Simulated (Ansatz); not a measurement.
HgTe:
```xyz
2
Lattice="0.0000 3.3253 3.3253 3.3253 0.0000 3.3253 3.3253 3.3253 0.0000" Properties=species:S:1:pos:R:3 pbc="T T T"
Te     4.9880     4.9880     4.9880
Hg     0.0000     0.0000     0.0000
```

Relaxed with PBE. Special points in fractions of this cell's reciprocal vectors: Γ (0.000, 0.000, 0.000); X (0.500, 0.000, 0.500); U (0.625, 0.250, 0.625); K (0.375, 0.375, 0.750); L (0.500, 0.500, 0.500); W (0.500, 0.250, 0.750).

**Question.** List the band energies nearest the Fermi level at these points for DFT-PBE in the program Ansatz with PAW potentials.

**Answer.** In eV from the Fermi level; about four levels below and three above (degenerate sets whole), none deeper than 8.9 eV; points with the same levels are listed once.

```
k                    below           above
-  -----------------------  --------------
Γ  -0.93 -0.02 -0.02 -0.02  4.37 4.37 4.37
X  -6.11 -4.99 -1.94 -1.94  1.90 2.70 7.89
U  -6.04 -4.99 -2.50 -1.61  2.22 4.02 6.98
L  -6.22 -4.96 -0.84 -0.84  0.69 5.11 5.11
W  -5.99 -5.04 -2.25 -2.21  2.88 4.68 5.24
```

Space group F-43m (zinc blende). The PBE relaxation kept the symmetry of its start. The Fermi level of a semimetal is unsure by some 0.05 eV on such meshes. Spin–orbit coupling is left out wherever it is not named.

Potentials: the later of the program's two PAW sets.
